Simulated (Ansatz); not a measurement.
Problem. Ga (diamond, space group No. 227) is relaxed with the program Ansatz at the r²SCAN level (PAW). What lattice parameters of the conventional cell result?

Solution. a = 5.777 Å.

Space group Fd-3m (diamond). The start of the workflow was typed in or built on a structure type; neither database checked (COD, Materials Project) lists it. It is not the phase usual at ambient conditions (space group No. 64). The cell was relaxed with r²SCAN under the symmetry of its start. At this level the phase is mechanically unstable. The volume moved by -21 % from the start of the relaxation.

Potentials: the later of the program's two PAW sets.
